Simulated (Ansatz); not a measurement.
Recipe of this trial structure of LaAl2N3: random cell by space group and Wyckoff sites (P4mm, No. 99). Lengths were set from tabulated atomic sizes, so they are only a guess.

```
CELL_PARAMETERS angstrom
4.12438 0.00000 0.00000
0.00000 4.12438 0.00000
0.00000 0.00000 5.28096
ATOMIC_POSITIONS crystal
La 0.50000 0.50000 0.44877
Al 0.50000 0.50000 0.91670
Al 0.00000 0.00000 0.31048
N 0.50000 0.00000 0.80801
N 0.00000 0.50000 0.80801
N 0.00000 0.00000 0.06669
```

Level of theory: DFT PBE, scalar-relativistic, plane waves, PAW (Ansatz). Cutoff 420 eV, Gaussian smearing, Γ-centred meshes. Cell and atoms relax first on a coarse mesh and then on a finer one. In between, the cell is made exact in the group found at 0.06 Å. In metals the finer mesh still leaves noise of several meV/atom or more. The steps can't lower the symmetry of their start. No spin polarisation.

A guess keeps its type if space group and coordination stay and the shape of the cell changes little (axis ratios within about 15 %, angles within 6°); the volume may change.

Question: Does this structure survive the relaxation?

Answer: It doesn't keep its type. The symmetry stays P4mm (No. 99). The volume per atom grows by 20.4 %, from 15.0 to 18.0 Å³. The shortest distance goes from 1.29 Å (Al–N) to 1.91 Å (Al–N). The ratio c/a of the conventional cell changes by a factor of 1.63. Counting neighbours within 15 % of an atom's shortest distance, the start has Al 1/4, La 6, N 1/2 and the end Al 4/5, La 5, N 1/4. In detail, at the end La is surrounded by 4 N at 2.64 Å, 1 Al at 2.94 Å, 4 N at 3.13 Å and 4 Al at 3.30 Å; around Al on its first site lie 4 N at 1.91 Å, 4 Al at 2.80 Å and 1 La at 2.94 Å; N on a site of symmetry 2mm has 4 Al at 1.91–1.93 Å, 4 N at 2.64 Å, 2 La at 3.13 Å and 2 N at 3.14 Å; 2 more sites not described.

Space group P4mm (No. 99). a = 3.729 Å, b = 3.729 Å, c = 7.778 Å, α = 90.00°, β = 90.00°, γ = 90.00°
| atom | site | symmetry | x | y | z |
| --- | --- | --- | --- | --- | --- |
| La | 1b | 4mm | 0.5000 | 0.5000 | 0.3471 |
| Al | 1b | 4mm | 0.5000 | 0.5000 | 0.7244 |
| Al | 1a | 4mm | 0.0000 | 0.0000 | 0.6031 |
| N | 2c | 2mm. | 0.5000 | 0.0000 | 0.6696 |
| N | 1a | 4mm | 0.0000 | 0.0000 | 0.3448 |

Formation energies are uncorrected and refer to the elements' standard structures at the same level (N₂ as a molecule).

Question: At what energy does it end?

Answer: −0.78 eV/atom.

The last run used a 10×10×6 mesh (in the run's order of axes) for its 6-atom cell and Gaussian smearing of 0.10 eV. Weakly bound directions are ill-defined at this level, which has no dispersion term. A structure relaxed within its symmetry needn't be a true minimum. Another cell of LaAl2N3 relaxed alike, in P-3m1, lies 19 meV/atom lower, so this cell isn't the stable form at this level.

In counts of neighbours, a slash parts the counts of unlike sites.
